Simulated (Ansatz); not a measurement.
Relaxed Tl (hcp, Mg type):

```
CELL_PARAMETERS angstrom
      7.21499     0.00000     0.00000
     -1.80375     3.12418     0.00000
      0.00000     0.00000     5.57674
ATOMIC_POSITIONS crystal
  Tl 0.16667 0.66667 0.75000
  Tl 0.66667 0.66667 0.75000
  Tl 0.33333 0.33333 0.25000
  Tl 0.83333 0.33333 0.25000
```

Two-dimensional scan of atom 1 (Tl, nearest neighbour Tl at 3.480 Å; its periodic images, 3.6 Å or more away, move with it): u runs along (0.707, 0.707, 0.000), v along (0.000, 0.000, 1.000) (Cartesian). Cell and other atoms are fixed.

These are PBE (plane waves to 420 eV, PAW, scalar-relativistic; Ansatz, an electronic-structure program) values and carry that method's errors. k mesh 6×12×7 (Γ-centred), Fermi-Dirac smearing 0.05 eV. Stress and pressure are positive under compression. With partly filled bands, energies and forces of such displacements shift with the k mesh and the smearing. Spin-orbit coupling is left out, though Tl is heavy. The PAW data are Ansatz's earlier set. The relaxed volume of Tl is well above the measured one; the method has no dispersion term. Tl was relaxed with its symmetry unable to fall. The last digit holds for this mesh only.

Changes of P (GPa) from the point u = 0.000 Å, v = 0.000 Å when one coordinate moves alone (two changes are said to add if the coupling is within 5 % of the smaller one, nearly so within 20 %):

```csv
point,change
"u = 0.000 Å, v = -0.520 Å",1.37
"u = 0.000 Å, v = -0.260 Å",0.33
"u = -0.520 Å, v = 0.000 Å",1.05
"u = -0.260 Å, v = 0.000 Å",0.25
"u = 0.260 Å, v = 0.000 Å",0.23
"u = 0.520 Å, v = 0.000 Å",0.96
"u = 0.000 Å, v = 0.260 Å",0.33
"u = 0.000 Å, v = 0.520 Å",1.37
```

Question: Do the two effects add at u = -0.520 Å, v = -0.520 Å? Give the computed change.

Answer: The sum of the single changes is 1.05 + (1.37) = 2.42; the calculation gives 2.72, so the coupling contributes 0.30 (over 20 % of the smaller single change, not additive).

(A displaced cell: forces are minus the slopes of the energy, force constants its curvatures, and phonons follow from these.)
